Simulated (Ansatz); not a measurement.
MoP:
```
MoP
1.0
    3.20677     0.00000     0.00000
   -1.60338     2.77714     0.00000
    0.00000     0.00000     3.17361
Mo P
1 1
Direct
  0.00000   0.00000   0.00000
  0.33333   0.66667   0.50000
```

Relaxed with PBEsol. Special points in fractions of this cell's reciprocal vectors: Γ (0.000, 0.000, 0.000); M (0.500, 0.000, 0.000); K (0.333, 0.333, 0.000); A (0.000, 0.000, 0.500); L (0.500, 0.000, 0.500); H (0.333, 0.333, 0.500).

Question: List the band energies nearest the Fermi level at these points for PBEsol with spin–orbit coupling in the plane-wave PAW code Ansatz.

Answer: In eV from the Fermi level; about four levels below and three above (degenerate sets whole), none deeper than 8.9 eV; points with the same levels are listed once.

```
k                    below                above
-  -----------------------  -------------------
Γ  -3.39 -3.39 -0.74 -0.74  0.19 0.19 0.28 0.28
M  -1.31 -1.31 -0.49 -0.49  1.69 1.69 2.38 2.38
K  -1.66 -1.58 -0.20 -0.05       0.61 0.63 0.68
A  -1.86 -1.86 -1.72 -1.72  1.32 1.32 2.89 2.89
L  -4.55 -4.55 -1.14 -1.14  1.41 1.41 1.83 1.83
H  -3.32 -3.30 -1.45 -1.41       1.51 1.52 3.33
```

Space group P-6m2. The PBEsol relaxation kept the symmetry of its start. No spin polarisation was allowed.

Potentials: the earlier of the program's two PAW sets. The files were generated under PBE; for other functionals the program regenerates the frozen cores, and for LDA and PBEsol the local potential too.
